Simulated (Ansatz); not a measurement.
Starting cell, CsPbBr₃ (cubic perovskite):

```yaml
crystal:
  lattice:
    - [6.00308, 0.00000, 0.00000]
    - [0.00000, 6.00308, 0.00000]
    - [0.00000, 0.00000, 6.00308]
  atoms:
    - { symbol: Cs, position: [0.00000, 0.00000, 0.00000] }
    - { symbol: Pb, position: [0.50000, 0.50000, 0.50000] }
    - { symbol: Br, position: [0.00000, 0.50000, 0.50000] }
    - { symbol: Br, position: [0.50000, 0.50000, 0.00000] }
    - { symbol: Br, position: [0.50000, 0.00000, 0.50000] }
```

Scan: atom 1 (Cs, nearest neighbour Br at 4.245 Å; its periodic images, 6.0 Å or more away, move with it) is displaced along Cartesian x, direction (1.000, 0.000, 0.000) in Cartesian axes, by s. The other atoms stay.

All values below come from PBE (plane waves to 420 eV, PAW, scalar-relativistic; Ansatz, a first-principles code). k mesh 5×5×5 (Γ-centred), Fermi-Dirac smearing 0.05 eV. E stands for the smeared free energy. CsPbBr3 was relaxed with its symmetry unable to fall. Spin-orbit coupling is left out, though Pb is heavy. This is a high-temperature form of CsPbBr3. ΔE is measured from the undisplaced structure.

```
s (Å)   ΔE (meV/cell)
------  -------------
-0.850           51.2
-0.680       withheld
-0.510            8.7
-0.340            2.5
-0.170            0.4
0.000             0.0
0.170             0.4
0.340             2.5
0.510             8.7
0.680        withheld
0.850            51.2
```

Task: Fit an even polynomial form (powers 2, 4) to the given rows and predict ΔE at s = -0.680.

Result: Least squares on the 9 given rows: ΔE = (12.34)·s² + (81.00)·s⁴, in meV/cell with s in Å; root-mean-square residual 0.01 meV/cell. At -0.680 the fit gives 23.0 meV/cell; the calculation gives 23.3 meV/cell, so the interpolation is off by -0.3 (-1.3 %). The quadratic term alone would give 5.7 meV/cell.

(A displaced cell: forces are minus the slopes of the energy, force constants its curvatures, and phonons follow from these.)
